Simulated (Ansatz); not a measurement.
Polymorphs of InSb, each relaxed with DFT-PBEsol in the program Ansatz with PAW potentials:

A: P6_3mc
a = 4.603 Å, b = 4.603 Å, c = 15.094 Å, α = 90.00°, β = 90.00°, γ = 120.00°

```tsv
atom	site	symmetry	x	y	z
In	2b	3m.	0.3333	0.6667	0.4999
Sb	2b	3m.	0.6667	0.3333	0.1877
In	2a	3m.	0.0000	0.0000	0.2503
Sb	2a	3m.	0.0000	0.0000	0.4371
```

B: zinc blende (F-43m)
a = b = c = 6.5191 Å, α = β = γ = 90.00°

| atom | site | symmetry | x | y | z |
|---|---|---|---|---|---|
| In | 4a | -43m | 0.0000 | 0.0000 | 0.0000 |
| Sb | 4c | -43m | 0.2500 | 0.2500 | 0.2500 |

C: P3_121
a = 4.5875 Å, b = 4.5875 Å, c = 10.0327 Å, α = 90.00°, β = 90.00°, γ = 120.00°

```json
[
 {"atom": "In", "site": "3a", "symmetry": ".2.", "x": "0.5547", "y": "0.5547", "z": "0.0000"},
 {"atom": "Sb", "site": "3b", "symmetry": ".2.", "x": "0.5358", "y": "0.5358", "z": "0.5000"}
]
```

Rank these by energy per atom at 0 K (lowest first), as PBEsol gives it.

B (+0 meV/atom), A (+5 meV/atom), C (+87 meV/atom)

Typed or built starts, not in the databases checked: A; C. Not the usual ambient phase: A; C. All cells were relaxed under the symmetry of their starts (and spin orders); stability against distortions was not tested throughout. Spin–orbit coupling is left out wherever it is not named.

Energies hold the estimated change up to a 700 eV cutoff; steps of a few meV lie near the error of the meshes.

Potentials: the earlier of the program's two PAW sets. The files were generated under PBE; for other functionals the program regenerates the frozen cores, and for LDA and PBEsol the local potential too.
